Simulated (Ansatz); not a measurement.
## Phonons of WC (P-6m2)

```
CELL_PARAMETERS angstrom
2.89888 0.00000 0.00000
-1.44944 2.51050 0.00000
0.00000 0.00000 2.82718
ATOMIC_POSITIONS crystal
W 0.00000 0.00000 0.00000
C 0.66667 0.33333 0.50000
```

Unless marked otherwise, the numbers come from PBEsol, PAW on Ansatz 0.2.0's default frozen-core files (fitted under PBE), scalar-relativistic. k mesh 16×16×14, Fermi-Dirac smearing of 0.100 eV, cutoff 420 eV. The cell was relaxed by PAW under this functional.

Atoms are displaced by 0.0025 Å in the smallest supercells that hold the wave vectors of a 2×2×2 mesh. Negative values stand for unstable modes.

Q: What are the phonon energies at the solved wave vectors, in THz?

A: 

```json
{"q": "0.000 0.000 0.000", "point": "Gamma", "modes (THz)": "17.75, 18.61 (×2)"}
{"q": "0.500 0.000 0.000", "point": "M", "modes (THz)": "5.11, 5.71, 8.05, 18.22, 19.48, 20.98"}
{"q": "0.000 0.000 0.500", "point": "A", "modes (THz)": "5.35 (×2), 8.61, 16.33 (×2), 22.71"}
{"q": "0.500 0.000 0.500", "point": "L", "modes (THz)": "6.39, 7.00, 7.43, 19.17, 19.98, 20.95"}
```

Q: Is the structure dynamically stable at these wave vectors?

A: Yes, no mode is unstable there; wave vectors off this mesh aren't tested.

Q: How do the optical zone-centre modes decompose, and which are active?

A: Point group -6m2: Γ_opt = A2'' + E'.

```
label    THz      activity    mostly
 A2''  17.75            IR  C (94 %)
   E'  18.61  IR and Raman  C (94 %)
```

In a metal the activity is that of symmetry alone; free carriers screen the infrared modes.

Q: The cell is scaled evenly to 20.267 and 20.884 Å³ (from 20.575), with free atoms relaxed and the shape held, so these aren't the values under hydrostatic pressure. What are the mode Grüneisen parameters γ = −d ln ω/d ln V?

A: For the highest mode, 776.5 cm⁻¹ in the small cell and 738.8 in the large one give γ ≈ 1.66. From the change of the dynamical matrix on each mode:

```tsv
point	cm⁻¹	γ
Gamma	592.1	2.36
Gamma	620.7	1.59
M	170.3	1.13
M	190.6	1.56
M	268.5	1.68
M	607.8	1.59
M	649.6	1.98
M	700.0	1.31
A	178.4	1.42
A	287.1	1.59
A	544.6	1.88
A	757.4	1.66
L	213.2	1.50
L	233.3	1.54
L	247.7	1.36
L	639.3	1.54
L	666.4	1.46
L	698.7	1.83
```

Weighted by the modes' heat capacities at 300 K, the mean on this mesh is 1.54; it moves with the q mesh, and a coarse one overweights the zone boundary.

Caveats: frozen-core PAW files fitted under PBE, their cores solved anew for the functional of the run; responses of metals move with mesh and smearing; no spin-orbit coupling on heavy atoms.
